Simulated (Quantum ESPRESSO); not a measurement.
## Band energies of SnSe

```xyz
8
Lattice="11.5589 0.0000 0.0000 0.0000 4.1903 0.0000 0.0000 0.0000 4.3331" Properties=species:S:1:pos:R:3 pbc="T T T"
Se     1.6525     1.0476     2.2608
Se     9.9064     3.1428     2.0724
Se     4.1269     3.1428     0.0942
Se     7.4319     1.0476     4.2389
Sn     7.1622     3.1428     1.7941
Sn     4.3966     1.0476     2.5390
Sn    10.1761     1.0476     3.9607
Sn     1.3828     3.1428     0.3724
```

norm-conserving PBEsol (Quantum ESPRESSO, 86 Ry, without SOC); path ΓXSYΓZURTZ,YT,UX,SR; energies in eV from the valence-band maximum.

| k (1/Å) | point | band 56 | band 57 | band 58 | band 59 | band 60 | band 61 | band 62 | band 63 |
|---|---|---|---|---|---|---|---|---|---|
| 0.00 | Γ | -1.86 | -1.69 | -1.46 | -0.70 | -0.61 | 0.42 | 3.03 | 3.11 |
| 0.19 |  | -1.80 | -1.62 | -1.15 | -0.71 | -0.69 | 0.55 | 2.35 | 3.03 |
| 0.56 |  | -1.59 | -0.93 | -0.86 | -0.83 | -0.35 | 0.61 | 1.31 | 1.42 |
| 0.75 | X | -1.64 | -1.03 | -1.03 | -0.56 | -0.56 | 0.87 | 0.87 | 1.36 |
| 1.23 |  | -2.66 | -2.50 | -2.50 | -1.32 | -1.32 | 1.81 | 1.81 | 3.42 |
| 1.47 | S | -3.36 | -2.37 | -2.37 | -1.61 | -1.61 | 2.57 | 2.57 | 2.97 |
| 1.66 |  | -2.90 | -2.40 | -2.40 | -1.43 | -1.43 | 1.98 | 1.98 | 3.53 |
| 1.85 |  | -2.54 | -1.61 | -1.61 | -1.09 | -1.09 | 1.34 | 1.34 | 2.98 |
| 2.22 | Y | -1.48 | -0.81 | -0.81 | -0.34 | -0.34 | 1.14 | 1.14 | 1.33 |
| 2.59 |  | -1.51 | -1.18 | -1.08 | -0.67 | -0.44 | 0.74 | 1.36 | 2.03 |
| 2.77 |  | -1.81 | -1.64 | -1.10 | -0.85 | -0.58 | 0.43 | 2.41 | 2.98 |
| 2.95 | Γ | -1.86 | -1.69 | -1.46 | -0.70 | -0.61 | 0.42 | 3.03 | 3.11 |
| 2.95 | Z | -2.15 | -1.99 | -1.99 | -0.60 | -0.60 | 2.48 | 2.48 | 2.75 |
| 3.32 |  | -1.89 | -1.52 | -1.52 | -0.54 | -0.54 | 1.59 | 1.59 | 2.46 |
| 3.51 |  | -1.80 | -1.41 | -1.41 | -0.36 | -0.36 | 0.90 | 0.90 | 1.85 |
| 3.70 | U | -2.03 | -0.86 | -0.86 | -0.86 | -0.86 | 1.36 | 1.36 | 1.36 |
| 3.88 |  | -2.37 | -1.05 | -1.05 | -1.05 | -1.05 | 1.47 | 1.47 | 1.47 |
| 4.06 |  | -2.81 | -1.62 | -1.62 | -1.62 | -1.62 | 2.39 | 2.39 | 2.39 |
| 4.42 | R | -3.93 | -1.66 | -1.66 | -1.66 | -1.66 | 2.35 | 2.35 | 2.35 |
| 4.72 |  | -2.95 | -1.92 | -1.92 | -1.48 | -1.48 | 2.15 | 2.15 | 3.20 |
| 4.87 |  | -2.26 | -1.75 | -1.75 | -1.04 | -1.04 | 2.17 | 2.17 | 2.51 |
| 5.17 | T | -1.75 | -0.50 | -0.50 | -0.28 | -0.28 | 1.08 | 1.08 | 1.39 |
| 5.46 |  | -1.69 | -1.22 | -1.22 | -0.48 | -0.48 | 1.61 | 1.61 | 2.02 |
| 5.61 |  | -1.82 | -1.47 | -1.47 | -0.67 | -0.67 | 2.09 | 2.09 | 2.74 |
| 5.90 | Z | -2.15 | -1.99 | -1.99 | -0.60 | -0.60 | 2.48 | 2.48 | 2.75 |
| 5.90 | Y | -1.48 | -0.81 | -0.81 | -0.34 | -0.34 | 1.14 | 1.14 | 1.33 |
| 6.17 | T | -1.75 | -0.50 | -0.50 | -0.28 | -0.28 | 1.08 | 1.08 | 1.39 |
| 6.17 | U | -2.03 | -0.86 | -0.86 | -0.86 | -0.86 | 1.36 | 1.36 | 1.36 |
| 6.44 | X | -1.64 | -1.03 | -1.03 | -0.56 | -0.56 | 0.87 | 0.87 | 1.36 |
| 6.44 | S | -3.36 | -2.37 | -2.37 | -1.61 | -1.61 | 2.57 | 2.57 | 2.97 |
| 6.71 | R | -3.93 | -1.66 | -1.66 | -1.66 | -1.66 | 2.35 | 2.35 | 2.35 |

The PBEsol gap is 0.40 eV; at least one edge lies off the plotted path, at a point of the SCF mesh. The smallest direct gap is 0.46 eV.

Spin-orbit splittings are left out.

Geometry relaxed with PBE+D3(BJ).

Letters of k points follow the standard setting of the lattice, whose axes may be ordered differently from the printed cell.
